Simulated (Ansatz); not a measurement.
TiH8N2F6:
```
TiH8N2F6
1.0
    5.88437     0.00000     0.00000
   -2.94219     5.09602     0.00000
    0.00000     0.00000     4.63717
Ti H N F
1 8 2 6
Direct
  0.00000   0.00000   0.00000
  0.33333   0.66667   0.08416
  0.66667   0.33333   0.91584
  0.23928   0.47856   0.38041
  0.76072   0.52144   0.61959
  0.52144   0.76072   0.38041
  0.47856   0.23928   0.61959
  0.23928   0.76072   0.38041
  0.76072   0.23928   0.61959
  0.33333   0.66667   0.30419
  0.66667   0.33333   0.69581
  0.15146   0.84854   0.77113
  0.84854   0.15146   0.22887
  0.15146   0.30291   0.77113
  0.84854   0.69709   0.22887
  0.69709   0.84854   0.77113
  0.30291   0.15146   0.22887
```

Relaxed with r²SCAN+D4. Independent-particle spectrum: no excitons, no local fields, no scissors shift; 0.1 eV broadening; ε₁ of the summed bands alone.

Tabulate the dielectric function from plane-wave PAW r²SCAN+D4 (Ansatz code).



```csv
E (eV),ε₁ xx,ε₂ xx,ε₁ zz,ε₂ zz
0.0,2.32,0.00,2.32,0.00
0.3,2.33,0.00,2.33,0.00
0.6,2.33,0.00,2.33,0.00
0.9,2.34,0.00,2.34,0.00
1.2,2.35,0.00,2.35,0.00
1.5,2.36,0.00,2.36,0.00
1.8,2.38,0.00,2.38,0.00
2.1,2.40,0.00,2.40,0.00
2.4,2.42,0.00,2.42,0.00
2.7,2.45,0.00,2.45,0.00
3.0,2.49,0.00,2.49,0.00
3.3,2.53,0.00,2.54,0.00
3.6,2.59,0.00,2.60,0.00
3.9,2.66,0.00,2.67,0.00
4.2,2.74,0.00,2.76,0.00
4.5,2.86,0.00,2.89,0.00
4.8,3.02,0.00,3.08,0.00
5.1,3.26,0.00,3.39,0.00
5.4,3.71,0.00,4.10,0.00
5.7,4.74,0.43,5.15,2.65
6.0,5.21,4.01,2.81,4.52
6.3,2.25,4.81,1.40,2.74
6.6,-0.35,1.22,0.16,0.69
6.9,2.09,0.98,1.80,0.48
7.2,0.93,0.71,1.43,0.42
7.5,1.82,0.10,2.07,0.10
7.8,2.38,0.04,2.51,0.04
8.1,3.12,0.04,3.18,0.05
8.4,4.25,1.06,3.98,0.33
8.7,3.60,3.42,6.33,5.45
9.0,0.71,2.56,-0.78,1.37
9.3,2.82,1.51,2.37,0.53
9.6,1.72,3.88,5.09,5.04
9.9,-1.28,2.27,-2.24,1.70
10.2,0.29,0.48,0.37,0.47
10.5,0.90,0.43,0.94,0.43
10.8,1.19,0.42,1.30,0.46
11.1,1.52,0.43,1.45,0.56
11.4,1.74,0.56,1.69,0.51
11.7,1.81,0.81,2.02,0.76
12.0,1.92,0.98,2.00,1.26
```

From ε at 7.0 eV (xx: 1.68 + 1.51i), find n, k, the normal reflectivity and the absorption coefficient.

n = 1.40, k = 0.538, R = 7 %, α = 2kE/ħc = 380000 cm⁻¹.

With all bands, ε∞ without local fields is 2.54 (xx = yy), 2.53 (zz).

Space group P-3m1. The first step of the workflow began from a Materials Project structure, measured or hypothetical; the Crystallography Open Database files this formula in space group No. 164, but the cells were not matched. Its standing as an ambient phase is unchecked. Symmetry was held in the r²SCAN+D4 relaxation; its stability against distortions is not shown here. No spin polarisation was allowed.

Potentials: the later of the program's two PAW sets.
